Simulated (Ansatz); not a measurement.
## CaCdF4 (fluorite sites, R-3m): zone-centre phonons and dielectric response

Perturbation theory with PBEsol in Ansatz on the PBEsol cell, ground state and force constants on a 6×6×6 mesh. (Calculated; spin-unpolarised; the phase may be known or hypothetical.)

It is trigonal, R-3m (No. 166); a = 3.815 Å, c = 18.776 Å in the conventional setting, 13.15 Å³ an atom. Around Ca lie 8 F at 2.34–2.35 Å; around F lie 3 Cd at 2.34 Å and 1 Ca at 2.35 Å; around F lie 3 Ca at 2.34 Å and 1 Cd at 2.34 Å; around Cd lie 8 F at 2.34 Å.

```xyz
6
Lattice="1.9077 1.1014 6.2586 -1.9077 1.1014 6.2586 0.0000 -2.2028 6.2586" Properties=species:S:1:pos:R:3 pbc="T T T"
Ca    0.0000    0.0000    0.0000
F     0.0000    0.0000    2.3494
F     0.0000    0.0000    7.0470
Cd    0.0000    0.0000    9.3879
F     0.0000    0.0000   11.7287
F     0.0000    0.0000   16.4263
```

Optical modes without the longitudinal term:

| ω (cm⁻¹) | degeneracy | IR intensity, summed over the level ((D/Å)²/amu) |
| --- | --- | --- |
| 109 | 2 | 0.21 |
| 198 | 1 | 4.19 |
| 231 | 2 | 20.19 |
| 250 | 1 | 5.76 |
| 257 | 2 | 0.00 |
| 278 | 2 | 2.99 |
| 308 | 1 | 0.00 |
| 309 | 2 | 0.00 |
| 310 | 1 | 1.95 |
| 337 | 1 | 0.00 |

The zone-centre optical frequencies run from 109 to 337 cm⁻¹, none imaginary (the rest of the zone wasn't tested). With the long-range field the highest mode reaches 433 cm⁻¹. Of the real levels 6 are infrared active, the strongest at 231 cm⁻¹.

ε∞: 2.60 along x and y, 2.58 along z. With the ions relaxed, ε⁰ is 8.5 in all directions. Born charges, averaged over directions: Ca +2.42, F -1.22, Cd +2.43 e.

For comparison, on the r2SCAN cell the mean ε∞ is 2.41 with r2SCAN (ground state on 6×6×6; least gap 5.17 eV).

The runs are scalar-relativistic, without spin-orbit coupling.
